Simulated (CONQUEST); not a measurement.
A self-consistent single point of InSb (F-43m, 8 atoms in the cell; from Materials Project mp-20012, changed as shown) with CONQUEST.

Method: CONQUEST 1.3 with PBE, numerical atomic orbitals double-zeta with polarisation (the shipped basis), PseudoDojo norm-conserving potentials made for PBE.

The change in words: lattice scaled by 1.02. Reference geometry (F-43m):
```xyz
8
Lattice="6.6332 0.0000 0.0000 0.0000 6.6332 0.0000 0.0000 0.0000 6.6332" Properties=species:S:1:pos:R:3 pbc="T T T"
In     0.0000     0.0000     0.0000
In     0.0000     3.3166     3.3166
In     3.3166     0.0000     3.3166
In     3.3166     3.3166     0.0000
Sb     1.6583     1.6583     4.9749
Sb     1.6583     4.9749     1.6583
Sb     4.9749     1.6583     1.6583
Sb     4.9749     4.9749     4.9749
```

Reference input (self-consistent single point, DFT, PBE, numerical atomic orbitals double-zeta with polarisation (the shipped basis), PseudoDojo norm-conserving potentials made for PBE): basis = DZP; Diag.MPMeshX, Y, Z = 4 4 4; potentials = PseudoDojo norm-conserving PBE; Grid.GridCutoff = 175 Ha; DM.SolutionMethod = diagon; Diag.kT = 0.003675 Ha; Diag.GammaCentred = true; minE.SCTolerance = 1.0e-06; SC.MaxIters = 100; SC.LinearMixingFactor = 0.5; SC.KerkerPreCondition = true; SC.KerkerFactor = 0.5 1/bohr. This run's input differs from it in these lines:

```diff
@@ -32,5 +32,5 @@
 # file: coords.dat
-     6.633220000      0.000000000      0.000000000
-     0.000000000      6.633220000      0.000000000
-     0.000000000      0.000000000      6.633220000
+     6.765884000      0.000000000      0.000000000
+     0.000000000      6.765884000      0.000000000
+     0.000000000      0.000000000      6.765884000
 8
```

The program printed (abridged):

```
    PulayMixSC: Starting Pulay mixing, A_up =  0.500 A_dn =  0.500
    PulayMixSC: Spin non-polarised calculation.
    PulayMixSC: with Kerker preconditioning, q0 =  0.500
          Harris-Foulkes Energy            :    -17132.468460972850153 eV
          Free Energy (E-TS)               :    -17132.482318398364441 eV
    PulayMixSC: Pulay iteration     1 residual:              0.92786E-03
          Harris-Foulkes Energy            :    -17132.293790112558781 eV
          Free Energy (E-TS)               :    -17132.307994467126264 eV
    PulayMixSC: Pulay iteration     2 residual:              0.79132E-03
   [... lines left out ...]
          Free Energy (E-TS)               :    -17131.743615183888323 eV
    PulayMixSC: Pulay iteration    16 residual:              0.12815E-05
          Harris-Foulkes Energy            :    -17131.724716853848804 eV
          Free Energy (E-TS)               :    -17131.743614821789379 eV
    PulayMixSC: Pulay iteration    17 residual:              0.10635E-05
          Harris-Foulkes Energy            :    -17131.724706468772638 eV
          Free Energy (E-TS)               :    -17131.743606514421117 eV
    PulayMixSC: Pulay iteration    18 residual:              0.89738E-06
    PulayMixSC: Reached SCF tolerance of  0.89738E-06 after     18 iterations
      | Number of electrons      =       112.000172
      | GS Energy as E-(1/2)TS   =    -17131.734156491598696 eV
      | Free Energy as E-TS      =    -17131.743606514421117 eV
      |* Harris-Foulkes energy   =    -17131.724706468772638 eV
      |* DFT total energy        =    -17131.724710350532405 eV

    force: Forces on atoms (eV/A )
    force:  Atom   X              Y              Z
    force:     1   0.0000000000   0.0000000000   0.0000000000
   [... zero for the other atoms too ...]

    force: Maximum force :        0.00000000(eV/A ) on atom         7 in z direction
    force: Force Residual:        0.00000000 eV/A
    force: Total stress:          1.88505463     0.00000000    -0.00000000 GPa
                             0.00000000     1.88505463     0.00000000
                            -0.00000000     0.00000000     1.88505463
    force: Average pressure:     -1.88505463 GPa

    get_E_and_F: Change in energy during last step of electronic optimisation:  0.38164E-06
```

The run converged in 18 iterations. CONQUEST prints the stress tensor with tension positive. Against the reference run the free energy rises by 14.4 meV/atom and the pressure goes from -0.05 to -1.89 GPa.

The program uses no crystal symmetry, so grid and mesh can part values that symmetry would make equal. The atom-centred basis is finite, which shifts total energies and pressures against plane waves. The structure comes from a collection of computed structures, made at another level of theory; the collection holds predicted forms beside known ones. No clean gap shows at this smearing width and mesh (spacing up to 0.23 Å⁻¹); the mesh is coarse for partly filled bands, so the values carry mesh errors. Semi-local functionals can close small gaps.

Cost on one core: about 6 core-minutes (a rough figure).
